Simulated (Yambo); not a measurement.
Yambo run on a free-standing PtS2 bilayer (symmetry P-3m1, slab cell 25.1 Å high). The wavefunctions are PBE (Quantum ESPRESSO, PseudoDojo norm-conserving, 84 Ry, no spin-orbit coupling) ones on a 6×6×1 mesh (30 occupied bands); a = 3.559 Å, b = 3.559 Å, c = 25.100 Å, α = 90.00°, β = 90.00°, γ = 120.00°.

Yambo input:

```
rim_cut
HF_and_locXC
RandQpts= 1000000
RandGvec= 2 Ry
CUTGeo= "slab z"
EXXRLvcs= 84 Ry
VXCRLvcs= 336 Ry
% QPkrange
 1 | 1 | 30 | 31 |
 2 | 2 | 30 | 31 |
 4 | 4 | 30 | 31 |
 7 | 7 | 30 | 31 |
%
```

k points by index: 1 = Γ, 2 = (0, 0.167), 4 = M, 7 = K.

Resulting energies as the program prints them:

```
#    K-point    Band    Eo [eV]    Ehf [eV]    Vxc [eV]    Vnlxc [eV]
#
    1    30    -0.086299    -1.580913    -14.01261    -15.50722
    1    31    2.239634    5.716830    -16.65158    -13.17439
    2    30    0.000000    -1.732244    -15.54465    -17.27690
    2    31    1.470666    4.668367    -16.34589    -13.14819
    4    30    -1.440825    -3.859120    -13.65532    -16.07361
    4    31    1.846700    5.778912    -17.41230    -13.48009
    7    30    -1.291204    -4.785392    -17.54306    -21.03725
    7    31    1.136844    4.730668    -16.83788    -13.24406
```
Exchange alone, without screening.

Geometry relaxed with PBE+D3(BJ).
